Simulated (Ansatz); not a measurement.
Relaxed NiO (rock salt):

```xyz
2
Lattice="0.0000 2.0943 2.0943 2.0943 0.0000 2.0943 2.0943 2.0943 0.0000" Properties=species:S:1:pos:R:3 pbc="T T T"
O      0.0000     0.0000     0.0000
Ni     2.0943     2.0943     2.0943
```

These are r2SCAN (plane waves to 500 eV, PAW, scalar-relativistic; Ansatz, a first-principles code) values and carry that method's errors. k mesh 11×11×11 (Γ-centred), Fermi-Dirac smearing 0.05 eV. NiO is run spin-polarised and with no Hubbard U; the real compound is an antiferromagnetic insulator, a state that this run doesn't describe. NiO was relaxed with its symmetry unable to fall. Relaxed NiO ends ferromagnetic. The magnetic order is the one the run started from; other orders were not tried.

One atom of the cell was then moved (with its periodic images), all else fixed, and the forces (eV/Å) came out as:

```
atom      Fx     Fy     Fz
----  ------  -----  -----
O1    -0.586  0.000  0.000
Ni2    0.586  0.000  0.000
```

With two atoms only their relative shift counts; take O1 as fixed.

Problem. Which atom was moved, and by which vector (Å)?

Solution. Ni2, by (-0.13, 0.00, 0.00), 0.13 Å in all.

(A displaced cell: forces are minus the slopes of the energy, force constants its curvatures, and phonons follow from these.)
